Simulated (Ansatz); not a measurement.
Bi:
```
Bi
1.0
    2.26744     1.30911     4.12388
   -2.26744     1.30911     4.12388
    0.00000    -2.61821     4.12388
Bi
2
Direct
  0.23164   0.23164   0.23164
  0.76836   0.76836   0.76836
```

Relaxed with r²SCAN.

Problem. Decompose the optical modes at the zone centre into irreducible representations, and say which are infrared and Raman allowed.

Solution. Point group -3m: Γ_opt = A1g + Eg. Infrared: none. Raman: A1g, Eg.

Problem. Assign frequencies (DFPT, the program Ansatz at the r²SCAN level (PAW)).

Solution. Eg 87, A1g 114 cm⁻¹.

Space group R-3m (A7 (α-As type)). Symmetry was held in the r²SCAN relaxation; of distortions, only those at the zone centre were tested. As this level gives no gap, phonon frequencies hold no LO–TO term and depend on the k-mesh and smearing (Fermi–Dirac, 0.1 eV here). Scalar-relativistic: spin–orbit coupling is off unless named, which matters more the heavier the elements.

Potentials: the earlier of the program's two PAW sets.
